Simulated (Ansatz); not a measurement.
Kick test of a cell of Zr3TiSi8

The structure comes from a generated guess, relaxed at this level; another structure or a mixture of phases may lie lower.

All numbers below come from Ansatz 0.2.0, DFT PBE, scalar-relativistic, plane waves, PAW. Plane waves to 420 eV, a k mesh through Γ of 6×10×10 on the computed 12-atom cell and Gaussian smearing (0.10 eV); no spin polarisation.

The cell below (12 atoms, space group Amm2 (No. 38)) is relaxed within its symmetry.

```cif
data_structure
_symmetry_space_group_name_H-M 'P 1'
_symmetry_Int_Tables_number 1
_cell_length_a 7.3048
_cell_length_b 7.4886
_cell_length_c 7.4886
_cell_angle_alpha 28.370
_cell_angle_beta 90.000
_cell_angle_gamma 90.000
_cell_volume 194.65
loop_
_atom_site_label
_atom_site_type_symbol
_atom_site_fract_x
_atom_site_fract_y
_atom_site_fract_z
_atom_site_occupancy
Zr1 Zr 0.00000 0.89654 0.89654 1
Zr2 Zr 0.74860 0.10586 0.10586 1
Zr3 Zr 0.25140 0.10586 0.10586 1
Ti1 Ti 0.50000 0.89485 0.89485 1
Si1 Si 0.00000 0.55049 0.55049 1
Si2 Si 0.50000 0.55102 0.55102 1
Si3 Si 0.74227 0.44100 0.44100 1
Si4 Si 0.25773 0.44100 0.44100 1
Si5 Si 0.00000 0.25124 0.25124 1
Si6 Si 0.50000 0.25603 0.25603 1
Si7 Si 0.74568 0.75306 0.75306 1
Si8 Si 0.25432 0.75306 0.75306 1
```

For the test it was strained at random (σ = 1.5 % a component), the atoms were moved at random (σ = 0.10 Å), and all was relaxed again on a coarse 6×4×6 mesh (in the run’s order of axes) with 0.20 eV smearing, with no symmetry imposed.

Q: Is the structure stable against such a distortion?

A: It returns, within 1 meV/atom of the unmoved cell on that mesh and with the same symmetry when read at 0.1 Å. No instability shows in this cell; modes of other wave vectors, which need another repeat, aren't tested.
